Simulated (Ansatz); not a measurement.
**MnIr: reading a single point**

```
Mn Ir
1.0
     3.84746    0.00000    0.00000
     0.00000    3.84746    0.00000
     0.00000    0.00000    3.63587
Mn Ir
2 2
Direct
  0.00000 0.50000 0.50000
  0.50000 0.00000 0.50000
  0.00000 0.00000 0.00000
  0.50000 0.50000 0.00000
```

Single point in Ansatz 0.2.0 with r2SCAN, no spin polarisation. Cutoff 500 eV, PAW datasets, 9×9×9 Γ-centred k mesh, fermi-dirac filling (width 0.1 eV).

How is the charge shared?

Bader charges in e: Mn +0.66, Ir -0.66. In the mean Mn gives up most and Ir takes most.

Is it stable against the elements?

0.17 eV an atom against the elements' usual phases (free molecules for gases, crystals otherwise, with no correction for O₂ or N₂), so at this geometry it isn't bound against them. Relaxing would lower it.

Is there a gap?

It is a metal, with about 6.1 states/eV a cell as the mean within 0.25 eV of the Fermi level, mostly Mn d (77 %) and Ir d (19 %).

Are the atoms at rest?

The forces vanish by the symmetry of the sites.

Origin: a database entry at a rescaled volume. Caveats: no spin polarisation, so a magnetic state may lie lower; atoms or cell far from equilibrium.
